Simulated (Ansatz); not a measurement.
A geometry of W away from equilibrium: step 3 of the relaxation of a relaxed W cell, doubled along one cell vector, shaken by Gaussian noise of σ = 0.08 Å a coordinate. Calculation: PBE (plane waves to 420 eV, PAW, scalar-relativistic; Ansatz, a program for electronic structure). Γ-centred k-mesh 7×7×6 on the run's cell (coarser than for final values), Fermi–Dirac smearing 0.05 eV. The plane waves were selected for a different cell earlier on the path.

```yaml
crystal:
  lattice:
    - [5.19158, 0.02946, -0.03812]
    - [-2.57028, 4.51978, -0.01026]
    - [-0.03730, -0.03314, 5.12824]
  atoms:
    - { symbol: W, position: [0.57949, 0.01408, 0.24215] }
    - { symbol: W, position: [0.42394, 0.95779, 0.75533] }
    - { symbol: W, position: [0.43972, 0.45962, 0.27798] }
    - { symbol: W, position: [0.53026, 0.52793, 0.76058] }
    - { symbol: W, position: [0.01280, 0.58409, 0.21802] }
    - { symbol: W, position: [0.00152, 0.42836, 0.75356] }
```

What forces act on the atoms (eV/Å)?


```tsv
atom	Fx	Fy	Fz
W1	1.05	0.84	0.39
W2	-1.80	1.37	-0.91
W3	-0.41	-1.86	-1.31
W4	2.88	1.21	1.60
W5	-1.17	1.20	1.49
W6	-0.56	-2.76	-1.26
```

The path ends in Im-3m (No. 229) (bcc (W type)). No spin polarisation in the result.

Of the parent cell (P6/mmm (No. 191)): it is a generated cell of W: the first start was made by placing the elements on the sites of a structure type, and the end was not matched to a known phase here, so it may be hypothetical. Known forms of W include space group No. 229.
